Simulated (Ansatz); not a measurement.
One crystal and one scan (energy against volume) at two levels, PBE (plane waves to 420 eV, PAW, scalar-relativistic; Ansatz, an electronic-structure program) and PBEsol (plane waves to 420 eV, PAW, scalar-relativistic; Ansatz), each from its own relaxed cell and on its own mesh. The cell shown is that of PBE.

Ru (hcp, Mg type)

```
CELL_PARAMETERS angstrom
      2.72216     0.00000     0.00000
     -1.36108     2.35746     0.00000
      0.00000     0.00000     4.29083
ATOMIC_POSITIONS crystal
  Ru 0.33333 0.66667 0.75000
  Ru 0.66667 0.33333 0.25000
```

E(V) scan at fixed shape, V₀ the volume above. Symmetry pins the atoms to their sites.

E stands for the smeared free energy. Ru is run without spin polarisation. Ru was relaxed with its symmetry unable to fall. With the shape held, the modulus is that of even scaling; a crystal free to change shape is softer. Percentages come from the unrounded values. Both scans cover V/V₀ from 0.840 to 1.160.

Results of PBE:

* **Lattice constant a (Å)**: 2.722
* **Lattice constant c (Å)**: 4.291
* **Relaxed volume (Å³/atom)**: 13.77
* **Pressure at the smallest volume (GPa)**: 82.6
* **Energy cost of the largest compression (meV/atom)**: 481
* **Energy cost of the largest expansion (meV/atom)**: 256
* **Bulk modulus at fixed cell shape B₀ (third-order Birch-Murnaghan fit) (GPa)**: 311.1
* **Pressure for 5 % compression (fit) (GPa)**: 18.1

Problem. What does PBEsol give for the same quantities?

Solution. 
```json
[
 {"quantity": "Lattice constant a (Å)", "PBEsol": "2.692", "PBE − PBEsol": "+0.030 (+1.1 %)"},
 {"quantity": "Lattice constant c (Å)", "PBEsol": "4.246", "PBE − PBEsol": "+0.045 (+1.1 %)"},
 {"quantity": "Relaxed volume (Å³/atom)", "PBEsol": "13.32", "PBE − PBEsol": "+0.45 (+3.4 %)"},
 {"quantity": "Pressure at the smallest volume (GPa)", "PBEsol": "91.4", "PBE − PBEsol": "-8.8 (-9.6 %)"},
 {"quantity": "Energy cost of the largest compression (meV/atom)", "PBEsol": "516", "PBE − PBEsol": "-35 (-6.7 %)"},
 {"quantity": "Energy cost of the largest expansion (meV/atom)", "PBEsol": "276", "PBE − PBEsol": "-20 (-7 %)"},
 {"quantity": "Bulk modulus at fixed cell shape B₀ (third-order Birch-Murnaghan fit) (GPa)", "PBEsol": "346.0", "PBE − PBEsol": "-34.9 (-10 %)"},
 {"quantity": "Pressure for 5 % compression (fit) (GPa)", "PBEsol": "20.1", "PBE − PBEsol": "-2.0 (-10 %)"}
]
```

PBE gives the higher value for: lattice constant a; lattice constant c; relaxed volume. PBE gives the lower value for: pressure at the smallest volume; energy cost of the largest compression; energy cost of the largest expansion; bulk modulus at fixed cell shape B₀; pressure for 5 % compression. Neither level is exact: the differences show how much the result hangs on the functional.

(A scan under strain: stresses follow from slopes of the energy per volume, elastic moduli from its curvatures.)
